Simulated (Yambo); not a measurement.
G0W0@PBEsol for BaO (NiAs type, space group P6_3/mmc, No. 194) in Yambo. Reference settings: 3×3×2 Γ-centred k mesh, 244 bands and a 7 Ry block in the screening, 244 bands in G with the Bruneval-Gonze terminator, plasmon pole fitted at 27.2 eV. The PBEsol gap H → (0, 0.333, 0) on this mesh is 2.70 eV; G0W0 gaps are taken between the same points.

The settings were changed. The gap went from 3.76 eV to 3.87 eV, and the shift of the valence edge from -0.51 eV to -0.39 eV.

### Question
Name the change that produced these shifts.
A) 3 Ry block
B) no terminator
C) 116 bands in W
D) 94 bands in G, no terminator

### Answer
C, 116 bands in W. The others gave (gap, valence shift): 3 Ry block: 3.81, -0.50 eV; no terminator: 3.66, -0.30 eV; 94 bands in G, no terminator: 3.61, 0.31 eV.

Geometry relaxed with PBEsol; primitive cell a = b = 3.7434 Å, c = 6.5331 Å, α = β = 90.00°, γ = 120.00°.

This is not the ordinary phase of the substance; no match was found in the copy of COD used, and its stability was not checked.

A shift is the quasiparticle energy of the state minus its PBEsol energy.
